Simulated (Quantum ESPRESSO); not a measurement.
# Computed records: Si3Ge3C2 (made-up cell)

Computed with Quantum ESPRESSO 7.5. Calculation on a made-up crystal cell, not a measurement: periodic Kohn-Sham density functional theory in plane waves with PseudoDojo standard norm-conserving scalar-relativistic pseudopotentials, each functional with its own files (v0.5 for PBE, v0.4.1 for LDA and PBEsol), no spin polarisation, no spin-orbit coupling, atoms not relaxed, stress positive in tension, energies less a fixed whole-eV offset for each atom's element; levels are Kohn-Sham levels at fractions of this cell's reciprocal vectors, counted from the reference band (half the neutral cell's valence electrons, rounded up) at Gamma; error bars cover cutoff and k-mesh only, not smearing or the files; added strain carries the atoms with the cell, and shear is the tensor component; each bar is the largest change over components, and at least 0.002 eV, 0.002 eV per angstrom or 0.02 GPa; energies are for the whole cell, and the offsets were chosen from early runs and are not element reference energies.

```cif
# cell vector a (Å): 5.7227 0.0000 0.0000
# cell vector b (Å): 0.0000 5.7227 0.0000
# cell vector c (Å): 0.0000 0.0000 5.7227
data_Si3Ge3C2
_symmetry_space_group_name_H-M 'P 1'
_symmetry_Int_Tables_number 1
_cell_length_a 5.7227
_cell_length_b 5.7227
_cell_length_c 5.7227
_cell_angle_alpha 90.000
_cell_angle_beta 90.000
_cell_angle_gamma 90.000
_cell_volume 187.41
loop_
_atom_site_label
_atom_site_type_symbol
_atom_site_fract_x
_atom_site_fract_y
_atom_site_fract_z
_atom_site_occupancy
Si1 Si 0.00322 0.99799 0.99822 1
Ge1 Ge 0.00056 0.48867 0.49980 1
Si2 Si 0.48659 0.99079 0.50647 1
Ge2 Ge 0.50502 0.50593 0.99493 1
Ge3 Ge 0.25408 0.24616 0.26751 1
Si3 Si 0.26173 0.75312 0.75788 1
C1 C 0.74248 0.25395 0.75414 1
C2 C 0.74690 0.75159 0.25373 1
_calc_lattice_type 'zincblende/diamond'
_calc_functional 'pbe'
_calc_cutoff 1116  # eV
_calc_fermi_dirac_smearing 0.1  # eV
_calc_scf_tolerance 1e-07  # eV
_calc_electrons_removed 0
_calc_added_strain_kind 'shear xy'
_calc_added_strain -0.0033
_calc_k_mesh '6 x 6 x 6, shifted by half a step'
_calc_structure_shown 'before the added strain of -0.0033'
_calc_stress_xy ?
_calc_stress_xz ?
_calc_stress_yz ?
_calc_stress_yy ?
```

Atoms:
| atoms element | atom site | atom energy offset (eV) |
| --- | --- | --- |
| Si | 1 | -115 |
| Ge | 2 | -2430 |
| Si | 3 | -115 |
| Ge | 4 | -2430 |
| Ge | 5 | -2430 |
| Si | 6 | -115 |
| C | 7 | -163 |
| C | 8 | -163 |

Question: Estimate the stress xy of Si3Ge3C2 (made-up cell).
Answer: 0.6107 GPa

Question: What stress xz does the calculation give for Si3Ge3C2 (made-up cell)?
Answer: -0.1262 GPa

Question: Give the missing stress yz for Si3Ge3C2 (made-up cell).
Answer: 0.679 GPa

Question: Estimate the stress yy of Si3Ge3C2 (made-up cell).
Answer: 13.63 GPa

Question: Give the table of forces values for Si3Ge3C2 (made-up cell).
Answer: 
Forces:
| site | x (eV/Å) | y (eV/Å) | z (eV/Å) |
| --- | --- | --- | --- |
| 1 | -1.92 | 0.1026 | 0.3219 |
| 2 | -2.206 | 0.9147 | 0.8994 |
| 3 | 2.752 | 0.1351 | -0.05322 |
| 4 | 2.066 | -0.4627 | 0.6244 |
| 5 | 0.06159 | -0.4432 | -1.199 |
| 6 | -1.051 | -0.01513 | -0.2655 |
| 7 | 0.232 | -0.3822 | -0.09203 |
| 8 | 0.06481 | 0.1508 | -0.2363 |

Further results for Si3Ge3C2 (made-up cell):

* free energy less offsets: 5.187 eV
* smearing term minus ts: -0.02621 eV
* scf iterations: 13
* pressure: -13.99 GPa
* stress xx: 14.6 GPa
* stress zz: 13.76 GPa
* fermi level: 0.01854 eV
* reference band: 31
* error bar energy: 0.003062 eV
* error bar stress: 0.02 GPa
* error bar force: 0.003586 eV/Å
* error bar next band up: 0.002 eV
* error bar fermi level: 0.009911 eV
* error bars from: tighter rerun of a related cell

Levels:
| level k point | next band up (eV) |
| --- | --- |
| Gamma | 0.1598 |
| (1/2,1/2,1/2) | -0.5888 |
| (0.15,0,0) | 0.4245 |
| (0,0.15,0) | 0.4879 |
| (0,0,0.15) | 0.5007 |
